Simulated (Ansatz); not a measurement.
Nb2SiN:
```yaml
crystal:
  lattice:
    - [3.24458, 0.00000, 0.00000]
    - [-1.62229, 2.80989, 0.00000]
    - [0.00000, 0.00000, 12.03450]
  atoms:
    - { symbol: Si, position: [0.33333, 0.66667, 0.75000] }
    - { symbol: Si, position: [0.66667, 0.33333, 0.25000] }
    - { symbol: Nb, position: [0.33333, 0.66667, 0.09457] }
    - { symbol: Nb, position: [0.66667, 0.33333, 0.59457] }
    - { symbol: Nb, position: [0.66667, 0.33333, 0.90543] }
    - { symbol: Nb, position: [0.33333, 0.66667, 0.40543] }
    - { symbol: N, position: [0.00000, 0.00000, 0.00000] }
    - { symbol: N, position: [0.00000, 0.00000, 0.50000] }
```

Relaxed with r²SCAN. Special points in fractions of this cell's reciprocal vectors: Γ (0.000, 0.000, 0.000); M (0.500, 0.000, 0.000); K (0.333, 0.333, 0.000); A (0.000, 0.000, 0.500); L (0.500, 0.000, 0.500); H (0.333, 0.333, 0.500).

### Question
List the band energies nearest the Fermi level at these points for DFT-r²SCAN in the program Ansatz with PAW potentials.

### Answer
In eV from the Fermi level; about four levels below and three above (degenerate sets whole), none deeper than 8.9 eV; points with the same levels are listed once.

```json
[
 {"k": "Γ", "below": "-1.24 -1.24 -0.52 -0.52", "above": "0.01 0.27 0.27"},
 {"k": "M", "below": "-3.17 -3.01 -0.84 -0.15", "above": "0.45 0.78 1.22"},
 {"k": "K", "below": "-2.07 -0.49 -0.49 -0.40", "above": "0.26 0.26 1.79"},
 {"k": "A", "below": "-0.20 -0.20 -0.20 -0.20", "above": "0.93 0.93 1.44 1.44 1.44 1.44"},
 {"k": "L", "below": "-3.10 -3.10 -0.54 -0.54", "above": "0.67 0.67 1.28 1.28"},
 {"k": "H", "below": "-1.33 -1.33 -0.69 -0.69", "above": "0.51 0.51 2.15 2.15"}
]
```

Space group P6_3/mmc. The start of the workflow was typed in or built on a structure type; neither database checked (COD, Materials Project) lists it. Its standing as an ambient phase is unchecked. The r²SCAN relaxation kept the symmetry of its start; whether a distortion lowers the energy is not shown. The workflow began spin-polarised and lost its moments. Spin–orbit coupling is left out wherever it is not named.

Potentials: the earlier of the program's two PAW sets.
